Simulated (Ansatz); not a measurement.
Values for one crystal, relaxed and computed with LDA (plane waves, PAW; program Ansatz); other levels are named.

| Quantity | Result |
|---|---|
| Volume per atom | 24.71 Å³ |
| Band gap | 0.64 eV (direct) |
| Highest zone-centre frequency (without LO–TO term) | 334 cm⁻¹ |
| Valence-band maximum | at Γ |
| Hole effective mass, band 1 of 2 at the edge | 1.0 along x, 0.98 along z (mₑ) |
| Zone-centre stability | no imaginary mode at Γ |
| Hole effective mass, band 2 of 2 at the edge | 0.052 along x, 0.98 along z (mₑ) |

Question: Which of these materials gives this?
A. SrCl2, fluorite
B. TlBr, rock salt
C. BaS, rock salt
D. InP, wurtzite

Answer: D, InP, wurtzite

Space group P6_3mc (wurtzite). The workflow started from a Materials Project entry (that database holds measured and hypothetical structures alike); the Crystallography Open Database copy checked does not list it. It is not the phase usual at ambient conditions (space group No. 216). Symmetry was held in the LDA relaxation. Spin–orbit coupling is left out wherever it is not named.

Potentials: the later of the program's two PAW sets.
